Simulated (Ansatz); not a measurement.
# What DFT gives for Nb₅Si₃

```xyz
16
Lattice="0.0569 6.6014 -0.0265 6.5213 0.0569 0.0255 3.2660 3.3531 -5.9805" Properties=species:S:1:pos:R:3 pbc="T T T"
Si    3.2391    3.2627   -2.9767
Si    6.5527    6.6691   -2.9419
Nb    4.4013    7.7836   -4.2738
Nb    5.4984    4.4733   -4.0916
Nb    8.7833    5.6983   -4.1556
Nb    7.5892    8.8595   -4.0916
Nb    4.3770    5.5477   -1.8639
Nb    5.4623    2.3264   -1.7091
Nb    2.1714    1.0600   -1.8334
Nb    1.0595    4.3229   -1.8021
Nb    0.0801    6.5346   -0.0340
Nb    3.3278    3.2897   -0.0287
Si    5.8168    9.1793   -5.9376
Si    0.9052    2.4110   -0.0537
Si    3.9933    0.8738   -0.0696
Si    5.7733    4.1695   -0.0350
```

Level: r2SCAN, no spin polarisation; 500 eV; 3×3×3 (shifted by 0, 0.5, 0 steps) mesh; fermi-dirac occupations (width 0.0369 eV); Ansatz 0.2.0, fixed geometry.

- Charges: Bader charges in e: Nb +0.71 to +0.80, Si -1.40 to -1.09. In the mean Nb gives up most and Si takes most.
- Stress: The pressure is 1.6 GPa (compression positive), so with the atoms held at these fractions the cell would first expand; the forces are large, so a full relaxation may end otherwise. The principal stresses -0.5, 0.8, 4.6 GPa differ, so its shape would change too.
- Electronic structure: It is a metal, with about 6.3 states/eV a cell as the mean within 0.25 eV of the Fermi level, mostly Nb d (87 %).
- Formation energy: -0.67 eV an atom against the elements' usual phases (free molecules for gases, crystals otherwise, with no correction for O₂ or N₂), so it is bound against them; other compounds may still compete. Relaxing would lower it.
- Forces: The largest is on Si15: 2.86 eV/Å, components (2.60, 0.36, 1.12). It makes 133° with the line to a nearest neighbour, Si13 at 2.23 Å.

Origin: a strained cell with displaced atoms, so it need not be a known compound. Caveats: the k mesh is coarse if the cell is a metal; atoms or cell far from equilibrium.
